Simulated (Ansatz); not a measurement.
A geometry of FeNi away from equilibrium: step 14 of the relaxation of a generated cell, FeNi placed in the AFLOW prototype AB_oP4_59_a_b (as in CuTe). These are PBE (plane waves to 420 eV, PAW, scalar-relativistic; Ansatz, a program for electronic structure) values and carry that method's errors. Γ-centred k-mesh 13×10×6 on the run's cell (coarser than for final values), Fermi–Dirac smearing 0.05 eV.

```
CELL_PARAMETERS angstrom
      2.48208     0.00000     0.00000
      0.00000     3.94783     0.00000
      0.00000     0.00000     4.53404
ATOMIC_POSITIONS crystal
  Fe 0.00000 0.00000 0.10630
  Fe 0.50000 0.50000 0.89370
  Ni 0.00000 0.50000 0.40607
  Ni 0.50000 0.00000 0.59393
```
Spin-polarised start, with parallel moments on Fe, Ni.

Problem. Which atoms carry the largest force, and which way does it point?

Solution. No atom: all forces are below 0.005 eV/Å; only the cell is out of equilibrium.

Problem. What is the pressure?

Solution. +5.2 GPa, compression positive.

Problem. How far above the relaxed end point is this geometry?

Solution. 0.02 eV/atom; the path ends in Pmmn (No. 59).

Spin state reached: ferromagnetic (net 1.61 μB/atom), from parallel starting moments; other spin orders were not run from this start.

The run could not lose the symmetry of its start: the end is stationary, and may be a saddle point rather than a minimum.

The end of the path is a generated cell of FeNi: the first start was made by placing the elements on the sites of a structure type, and the end was not matched to a known phase here, so it may be hypothetical.
